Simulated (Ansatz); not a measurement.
## Ba3P4O9, a known structure type with other elements, at an estimated volume

```xyz
16
Lattice="2.8952 5.0146 0.0000 -2.8952 5.0146 0.0000 0.0000 -3.3431 7.9530" Properties=species:S:1:pos:R:3 pbc="T T T"
Ba    0.0000    0.0000    0.0000
Ba    0.0000    0.0000    3.8962
Ba    0.0000    3.3431    5.8065
P     0.0000    3.3431    2.2825
P     0.0000    6.6862    4.6485
P     0.0000    6.6862    1.8093
P     0.0000    0.0000    7.1386
O     0.3793   -1.6899    5.9409
O     1.2739    1.1734    5.9409
O    -1.6532    0.5165    5.9409
O    -1.2536    2.0911    3.3164
O     1.7111    2.8834    3.3164
O    -0.4574    5.0548    3.3164
O    -1.1610    2.1011    0.7158
O     1.6561    2.9586    0.7158
O    -0.4951    4.9695    0.7158
```

Single point in Ansatz 0.2.0 with r2SCAN, no spin polarisation. Cutoff 500 eV, PAW datasets, 5×5×5 Γ-centred k mesh, fermi-dirac filling (width 0.1 eV).

**Stress.** The pressure is -1.5 GPa (compression positive), so with the atoms held at these fractions the cell would first shrink; the forces are large, so a full relaxation may end otherwise. The principal stresses -2.0, -2.0, -0.7 GPa differ, so its shape would change too.
**Electronic structure.** Counting bands on this mesh leaves a gap of 0.26 eV, but it is narrow, so a finer mesh and a narrower smearing would have to settle it.
**Charges.** Bader charges in e: Ba +1.56, P +1.33 to +1.45, O -1.19 to -1.10. In the mean Ba gives up most and O takes most.
**Formation energy.** -1.31 eV an atom against the elements' usual phases (free molecules for gases, crystals otherwise, with no correction for O₂ or N₂), so it is bound against them; other compounds may still compete. Relaxing would lower it.

Origin: a known structure type with other elements, at an estimated volume, so it need not be a known compound. Caveats: atoms or cell far from equilibrium; the gap is not wide against the smearing.
